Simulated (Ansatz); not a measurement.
TiS$_{2}$:
```cif
data_S4Ti2
_chemical_formula_sum 'Ti2 S4'
_space_group_name_H-M_alt 'P 1'
_space_group_IT_number 1
_cell_length_a 5.33972
_cell_length_b 6.07864
_cell_length_c 3.33956
_cell_angle_alpha 90.000
_cell_angle_beta 90.000
_cell_angle_gamma 90.000
loop_
_space_group_symop_operation_xyz
  'x, y, z'
loop_
_atom_site_label
_atom_site_type_symbol
_atom_site_fract_x
_atom_site_fract_y
_atom_site_fract_z
_atom_site_occupancy
Ti1 Ti 0.50000 0.50000 0.50000 1
Ti2 Ti 0.00000 0.00000 0.00000 1
S1 S 0.74198 0.15595 0.50000 1
S2 S 0.25802 0.84405 0.50000 1
S3 S 0.24198 0.34405 0.00000 1
S4 S 0.75802 0.65595 0.00000 1
```

Relaxed with PBEsol.

Which orbitals make up the states near the Fermi level in DFT-PBEsol in the program Ansatz with PAW potentials?

Within 0.5 eV of the Fermi level: Ti 3d 64 %, S 3p 32 %. Projections are on Löwdin-orthogonalised atomic valence shells; empty p or d shells of many metals are not among them.

Tabulate the density of states.

States/eV per cell of 6 atoms, in 0.25 eV bins, energy from the Fermi level.

| E (eV) | total | S 3p | Ti 3d | S 3s |
|---|---|---|---|---|
| -7.85 | 0.00 | 0.00 | 0.00 | 0.00 |
| -7.60 | 0.00 | 0.00 | 0.00 | 0.00 |
| -7.35 | 0.00 | 0.00 | 0.00 | 0.00 |
| -7.10 | 0.00 | 0.00 | 0.00 | 0.00 |
| -6.85 | 0.00 | 0.00 | 0.00 | 0.00 |
| -6.60 | 0.00 | 0.00 | 0.00 | 0.00 |
| -6.35 | 0.00 | 0.00 | 0.00 | 0.00 |
| -6.10 | 0.00 | 0.00 | 0.00 | 0.00 |
| -5.85 | 0.03 | 0.02 | 0.00 | 0.00 |
| -5.60 | 0.33 | 0.23 | 0.04 | 0.01 |
| -5.35 | 1.47 | 1.07 | 0.18 | 0.04 |
| -5.10 | 4.09 | 2.97 | 0.61 | 0.09 |
| -4.85 | 6.38 | 4.76 | 0.95 | 0.12 |
| -4.60 | 4.51 | 3.52 | 0.71 | 0.06 |
| -4.35 | 5.05 | 3.86 | 0.96 | 0.07 |
| -4.10 | 3.63 | 2.69 | 0.75 | 0.07 |
| -3.85 | 3.50 | 2.50 | 0.82 | 0.06 |
| -3.60 | 4.79 | 3.35 | 1.26 | 0.06 |
| -3.35 | 5.31 | 3.75 | 1.33 | 0.08 |
| -3.10 | 6.56 | 4.90 | 1.37 | 0.10 |
| -2.85 | 6.69 | 5.07 | 1.33 | 0.11 |
| -2.60 | 7.00 | 4.97 | 1.77 | 0.09 |
| -2.35 | 4.46 | 3.49 | 0.78 | 0.07 |
| -2.10 | 4.26 | 3.35 | 0.74 | 0.05 |
| -1.85 | 3.76 | 2.91 | 0.71 | 0.04 |
| -1.60 | 4.59 | 3.42 | 1.01 | 0.05 |
| -1.35 | 5.32 | 3.81 | 1.35 | 0.05 |
| -1.10 | 4.97 | 3.56 | 1.26 | 0.05 |
| -0.85 | 4.94 | 3.54 | 1.24 | 0.05 |
| -0.60 | 3.09 | 2.31 | 0.70 | 0.02 |
| -0.35 | 1.02 | 0.75 | 0.24 | 0.01 |
| -0.10 | 0.25 | 0.15 | 0.09 | 0.00 |
| 0.15 | 0.92 | 0.15 | 0.72 | 0.00 |
| 0.40 | 3.05 | 0.44 | 2.46 | 0.01 |
| 0.65 | 5.11 | 0.74 | 4.15 | 0.03 |
| 0.90 | 6.29 | 0.94 | 5.08 | 0.05 |
| 1.15 | 4.99 | 0.77 | 4.00 | 0.07 |
| 1.40 | 6.19 | 1.25 | 4.67 | 0.08 |
| 1.65 | 4.96 | 1.05 | 3.68 | 0.09 |
| 1.90 | 8.22 | 1.71 | 6.24 | 0.08 |
| 2.15 | 7.42 | 1.99 | 5.16 | 0.08 |
| 2.40 | 0.85 | 0.25 | 0.57 | 0.02 |
| 2.65 | 0.01 | 0.00 | 0.01 | 0.00 |
| 2.90 | 4.94 | 1.05 | 3.28 | 0.40 |
| 3.15 | 5.39 | 1.31 | 3.47 | 0.38 |
| 3.40 | 3.82 | 1.08 | 2.31 | 0.24 |
| 3.65 | 3.26 | 1.11 | 1.83 | 0.14 |
| 3.90 | 4.54 | 1.67 | 2.46 | 0.14 |
| 4.15 | 3.85 | 1.37 | 2.08 | 0.14 |
| 4.40 | 3.72 | 1.35 | 1.95 | 0.10 |
| 4.65 | 1.98 | 0.71 | 0.99 | 0.05 |

Space group Pnnm. The workflow started from a Materials Project entry (that database holds measured and hypothetical structures alike); the Crystallography Open Database copy checked does not list it. It is not the phase usual at ambient conditions (space group No. 164). Symmetry was held in the PBEsol relaxation; whether a distortion lowers the energy is not shown. No spin polarisation was allowed. A small band overlap can be real or an error of a semilocal functional.

Potentials: the later of the program's two PAW sets.
